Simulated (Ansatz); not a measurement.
**Data sheet: Ga (DFT)**

Ga:
```
CELL_PARAMETERS angstrom
      2.92577     0.00000     0.00000
     -1.46289     2.53379     0.00000
      0.00000     0.00000     4.84354
ATOMIC_POSITIONS crystal
  Ga 0.33333 0.66667 0.75000
  Ga 0.66667 0.33333 0.25000
```

Space group P6_3/mmc (No. 194), hcp (Mg type); conventional cell a = b = 2.926 Å, c = 4.844 Å, α = β = 90.00°, γ = 120.00°.

Method: plane-wave PAW r²SCAN (Ansatz code). Structure relaxed to zero pressure with the same functional. Other levels are named where they apply.

### Cell and energy

Volume per atom: 17.95 Å³
Density: 6.45 g/cm³

### Electronic structure

- Electronic character: metallic (no gap)
- Density of states at the Fermi level: 0.38 states/eV per atom (mean over ±0.08 eV)
- Gap with spin–orbit coupling: none (metallic)

### Mechanics

- Bulk modulus (Birch–Murnaghan fit) = 58.4 GPa
- Pressure derivative B′ = 5.1
- Elastic constants (relaxed ions, GPa) = C11 = 57.2, C12 = 62.1, C13 = 52.2, C33 = 71.6, C44 = -8.4
- Mechanical stability = unstable (C has a negative eigenvalue)

The start of the workflow was typed in or built on a structure type; neither database checked (COD, Materials Project) lists it. It is not the phase usual at ambient conditions (space group No. 64). The cell was relaxed with r²SCAN under the symmetry of its start. As this level gives no gap, shear constants depend on the k-mesh and smearing (Fermi–Dirac, 0.1 eV here). Axis ratios of metals converge slowly with the k-mesh, so a and c are less sure than the volume. On the denser mesh and wider smearing of the elastic run this cell carries a stress of 0.5 GPa. Spin–orbit coupling is left out wherever it is not named.

Potentials: the earlier of the program's two PAW sets.
